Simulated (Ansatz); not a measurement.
Rb:
```
Rb
1.0
   -2.77912     2.77912     2.77912
    2.77912    -2.77912     2.77912
    2.77912     2.77912    -2.77912
Rb
1
Cartesian
  0.00000   0.00000   0.00000
```

Relaxed with PBE+D3(BJ). Special points in fractions of this cell's reciprocal vectors: Γ (0.000, 0.000, 0.000); H (0.500, -0.500, 0.500); N (0.000, 0.000, 0.500); P (0.250, 0.250, 0.250).

Task: List the band energies nearest the Fermi level at these points for PBE+D3(BJ) in the plane-wave PAW code Ansatz.

Result: In eV from the Fermi level; about four levels below and three above (degenerate sets whole), none deeper than 8.9 eV; points with the same levels are listed once.

```json
[
 {"k": "Γ", "below": "-2.05", "above": "3.73 3.73 3.73"},
 {"k": "H", "below": "–", "above": "1.21 1.21 3.40 3.40 3.40"},
 {"k": "N", "below": "–", "above": "0.22 0.82 2.59"},
 {"k": "P", "below": "–", "above": "1.31 1.31 1.31"}
]
```

Space group Im-3m (bcc (W type)). The PBE+D3(BJ) relaxation kept the symmetry of its start. The pairwise dispersion correction was not fitted to metals. Spin–orbit coupling is left out wherever it is not named.

Potentials: the later of the program's two PAW sets.
